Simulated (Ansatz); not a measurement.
AlN:
```yaml
crystal:
  lattice:
    - [3.13021, 0.00000, 0.00000]
    - [-1.56511, 2.71085, 0.00000]
    - [0.00000, 0.00000, 5.01799]
  atoms:
    - { symbol: Al, position: [0.66667, 0.33333, 0.49923] }
    - { symbol: Al, position: [0.33333, 0.66667, 0.99923] }
    - { symbol: N, position: [0.66667, 0.33333, 0.88077] }
    - { symbol: N, position: [0.33333, 0.66667, 0.38077] }
```

Relaxed with PBE.

Task: Which orbitals make up the states near the band edges in DFT-PBE in the program Ansatz with PAW potentials?

Result: Top 1 eV of the valence band: N 2p 91 %, Al 3p 7 %. Bottom 1 eV of the conduction band: N 2s 40 %, Al 3s 29 %, Al 3p 19 %, N 2p 9 %. Projections are on Löwdin-orthogonalised atomic valence shells; empty p or d shells of many metals are not among them.

Task: Tabulate the density of states.

Result: States/eV per cell of 4 atoms, in 0.25 eV bins, energy from the valence-band maximum.

```tsv
E (eV)	total	N 2p	Al 3p	Al 3s
-7.85	0.00	0.00	0.00	0.00
-7.60	0.00	0.00	0.00	0.00
-7.35	0.00	0.00	0.00	0.00
-7.10	0.00	0.00	0.00	0.00
-6.85	0.00	0.00	0.00	0.00
-6.60	0.00	0.00	0.00	0.00
-6.35	0.00	0.00	0.00	0.00
-6.10	0.00	0.00	0.00	0.00
-5.85	0.03	0.02	0.01	0.01
-5.60	0.41	0.25	0.09	0.07
-5.35	1.32	0.81	0.26	0.22
-5.10	1.98	1.24	0.37	0.32
-4.85	3.13	1.99	0.56	0.48
-4.60	2.42	1.55	0.39	0.35
-4.35	1.45	0.95	0.19	0.21
-4.10	1.86	1.24	0.25	0.25
-3.85	1.22	0.80	0.18	0.13
-3.60	0.98	0.66	0.17	0.09
-3.35	1.60	1.12	0.28	0.14
-3.10	1.61	1.15	0.27	0.12
-2.85	1.64	1.19	0.27	0.11
-2.60	1.91	1.43	0.31	0.11
-2.35	1.96	1.50	0.31	0.10
-2.10	2.34	1.84	0.36	0.09
-1.85	2.75	2.20	0.40	0.08
-1.60	2.89	2.37	0.40	0.07
-1.35	3.52	2.96	0.42	0.07
-1.10	3.66	3.16	0.37	0.05
-0.85	4.92	4.38	0.43	0.03
-0.60	2.68	2.46	0.16	0.01
-0.35	1.46	1.38	0.05	0.00
-0.10	0.26	0.24	0.01	0.00
0.15	0.00	0.00	0.00	0.00
0.40	0.00	0.00	0.00	0.00
0.65	0.00	0.00	0.00	0.00
0.90	0.00	0.00	0.00	0.00
1.15	0.00	0.00	0.00	0.00
1.40	0.00	0.00	0.00	0.00
1.65	0.00	0.00	0.00	0.00
1.90	0.00	0.00	0.00	0.00
2.15	0.00	0.00	0.00	0.00
2.40	0.00	0.00	0.00	0.00
2.65	0.00	0.00	0.00	0.00
2.90	0.00	0.00	0.00	0.00
3.15	0.00	0.00	0.00	0.00
3.40	0.00	0.00	0.00	0.00
3.65	0.00	0.00	0.00	0.00
3.90	0.00	0.00	0.00	0.00
4.15	0.01	0.00	0.00	0.00
4.40	0.03	0.00	0.00	0.01
4.65	0.05	0.00	0.01	0.02
4.90	0.10	0.01	0.03	0.02
5.15	0.52	0.04	0.27	0.05
5.40	0.98	0.09	0.52	0.06
5.65	1.67	0.19	0.90	0.09
5.90	2.06	0.24	1.08	0.12
6.15	2.27	0.30	1.17	0.13
6.40	2.04	0.30	1.05	0.10
6.65	1.50	0.23	0.76	0.09
6.90	1.37	0.22	0.67	0.09
7.15	1.23	0.21	0.59	0.09
7.40	0.94	0.16	0.44	0.08
7.65	0.79	0.13	0.35	0.10
7.90	0.55	0.11	0.22	0.09
8.15	0.86	0.14	0.27	0.21
8.40	1.46	0.21	0.49	0.33
8.65	2.11	0.31	0.84	0.39
8.90	2.13	0.30	0.87	0.39
```

Space group P6_3mc (wurtzite). Symmetry was held in the PBE relaxation.

Potentials: the later of the program's two PAW sets.
